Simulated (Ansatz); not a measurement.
Consider the following.

AgCl (rock salt)

```xyz
4
Lattice="0.0000 5.6115 5.6115 2.8057 2.8057 5.6115 2.8057 2.8057 0.0000" Properties=species:S:1:pos:R:3 pbc="T T T"
Cl     0.0000     0.0000     0.0000
Cl     2.8057     5.6115     2.8057
Ag     2.8057     2.8057     2.8057
Ag     2.8057     5.6115     5.6115
```

A phonon eigenvector at X = (0.5, 0.5, 0.0) is frozen into this cell: atom i moves by Q times the vector below, so Q is the largest atomic displacement, in Å. The cell is held. (q is in reciprocal vectors of the primitive cell; the cell shown is doubled to hold the pattern.)

```json
[
 {"atom": "Cl1", "x": "0.000", "y": "0.000", "z": "-1.000"},
 {"atom": "Cl2", "x": "0.000", "y": "0.000", "z": "1.000"},
 {"atom": "Ag3", "x": "0.000", "y": "0.000", "z": "0.144"},
 {"atom": "Ag4", "x": "0.000", "y": "0.000", "z": "-0.144"}
]
```

Calculation: PBE (plane waves to 420 eV, PAW, scalar-relativistic; Ansatz, an electronic-structure program). k mesh 10×10×10 (Γ-centred), Fermi-Dirac smearing 0.05 eV. The energy includes the smearing's −TS. AgCl was relaxed with its symmetry unable to fall. The zero of ΔE is the undisplaced structure.

The scan covers Q from -0.280 to 0.280 Å in 13 points.

Task: Which space group does the distorted structure have?

Result: P4/nmm (No. 129), lowered from Fm-3m.

Task: What is the energy change at Q = 0.280 Å?

Result: 344 meV/cell.

Task: What harmonic wavenumber does the curvature at Q = 0 give?

Result: 166 cm⁻¹.

(A displaced cell: forces are minus the slopes of the energy, force constants its curvatures, and phonons follow from these.)
